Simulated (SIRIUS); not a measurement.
Worked example: self-consistent single point of Ir (Fm-3m, 4 atoms in the cell; from Materials Project mp-101, changed as shown) in SIRIUS.

Method: PBE, PseudoDojo 0.5 standard norm-conserving PBE (tails mended) pseudopotentials (plane waves; SIRIUS 7.12.0).

The change in words: lattice scaled by 1.02. Reference geometry (Fm-3m):
```yaml
crystal:
  lattice:
    - [3.85393, 0.00000, 0.00000]
    - [0.00000, 3.85393, 0.00000]
    - [0.00000, 0.00000, 3.85393]
  atoms:
    - { symbol: Ir, position: [0.00000, 0.00000, 0.00000] }
    - { symbol: Ir, position: [0.00000, 0.50000, 0.50000] }
    - { symbol: Ir, position: [0.50000, 0.00000, 0.50000] }
    - { symbol: Ir, position: [0.50000, 0.50000, 0.00000] }
```

Reference input (self-consistent single point, DFT, PBE, plane waves, PseudoDojo 0.5 standard norm-conserving PBE (tails mended) pseudopotentials): parameters.ngridk = 8 8 8; parameters.xc_functionals = [XC_GGA_X_PBE, XC_GGA_C_PBE]; parameters.gk_cutoff = 8.246 1/bohr; parameters.pw_cutoff = 16.493 1/bohr; parameters.smearing = fermi_dirac; parameters.smearing_width = 0.00367493 Ha; potentials = PseudoDojo 0.5 standard norm-conserving PBE (tails mended) pseudopotentials; parameters.electronic_structure_method = pseudopotential; parameters.num_bands = 41; parameters.num_mag_dims = 0; parameters.num_dft_iter = 100; parameters.energy_tol = 1e-07 Ha. This run's input differs from it in these lines:

```diff
@@ -32,5 +32,5 @@
     "lattice_vectors": [
-      [7.2828722035, 0.0, 0.0],
-      [0.0, 7.2828722035, 0.0],
-      [0.0, 0.0, 7.2828722035]
+      [7.4285304034, 0.0, 0.0],
+      [0.0, 7.4285304034, 0.0],
+      [0.0, 0.0, 7.4285304034]
     ],
```

Log, with long lists cut:

```
[find] density tolerance         : 1e-06
[find] total energy tolerance    : 1e-07
[find] iter_solver_tol (initial) : 0.01
[find] iter_solver_tol (target)  : 1e-13
[find] num_dft_iter              : 100
Charges and magnetic moments
--------------------------------------------------------------------------------
total charge          : 68.000000
[find] | SCF iteration   0 out of 100|
[diagonalize] iterative solver tolerance (occupied, empty): 0.01 0.01
[diagonalize] average number of iterations: 3
[find] Charges and magnetic moments
[find] total charge          : 68.000000
[find] Energy
[find] smearing (-TS)                 :      -0.00536030
   [... lines left out ...]

[find] Charges and magnetic moments
[find] total charge          : 68.000000
[find] Energy
[find] smearing (-TS)                 :      -0.00554009
[find] Total energy                   :    -460.62956039 (Ha),    -921.25912077 (Ry)
[find] Free energy (E-TS)             :    -460.63510048 (Ha),    -921.27020096 (Ry)
[find] band gap (eV)                  :       0.00000000
[find] Efermi                         :       0.87008160
[find] iteration : 10, RMS (target) : 8.8420e-07 (1.0000e-06) , energy difference (target) : -9.7852e-09 (1.0000e-07)
[find] bands are converged : true
[find] iterative solver converged : true
[find] converged after 11 SCF iterations!
[find] Charges and magnetic moments
[find] total charge          : 68.000000
[find] Energy
[find] smearing (-TS)                 :      -0.00554009
[find] Total energy                   :    -460.62956039 (Ha),    -921.25912077 (Ry)
[find] Free energy (E-TS)             :    -460.63510048 (Ha),    -921.27020096 (Ry)
[find] band gap (eV)                  :       0.00000000
[find] Efermi                         :       0.87008160
[ground_state] === stress tensor components [kbar] ===
[ground_state] === stress_total ===
[ground_state]   146.035037    0.000000   -0.000000
[ground_state]     0.000000  146.035037   -0.000000
[ground_state]    -0.000000   -0.000000  146.035037
[ground_state] ==== total Forces in Ha/bohr =====
[ground_state] atom:    0, force:       0.0000000      0.0000000      0.0000000
   [... zero for the other atoms too ...]
```

The run converged in 11 iterations. SIRIUS prints the stress tensor with tension positive. Against the reference run the free energy goes up by 31.0 meV/atom and the pressure goes from 4.30 to -14.60 GPa.

The structure comes from a collection of computed structures, made at another level of theory; the collection holds predicted forms beside known ones.

Cost on one core: very roughly 2.3 core-minutes.

The gap that the log prints is read on the run's mesh, which can miss the band edges or a crossing.

“Tails mended”: in these copies of the files the far tail of each local potential was reset to the Coulomb form.
